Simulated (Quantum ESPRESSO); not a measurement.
BeSe has the cubic space group F-43m (No. 216), the zinc blende structure, Pearson symbol cF8. Conventional cell: a = b = c = 5.1303 Å, α = β = γ = 90.00°. Be on 4a is surrounded by 4 Se at 2.221 Å (tetrahedral). Se on 4c sees 4 Be at 2.221 Å (tetrahedral). (Neighbours: up to the widest gap in distance over summed covalent radii, below 1.35, at either atom; cation-cation contacts left out.)
(The calculation used a cell of 2 atoms; values per cell refer to that cell.)

Cell and atoms were relaxed with PBEsol from Materials Project entry mp-1541, within its symmetry.

### Question
What does PBE (stringent potentials; pw.x of Quantum ESPRESSO, ONCV potentials, scalar-relativistic) give for the electronic structure near the Fermi level?

### Answer
The PBE gap is indirect, 2.62 eV, from Γ to X; the smallest direct gap is 4.43 eV. Spin-orbit splittings are left out.
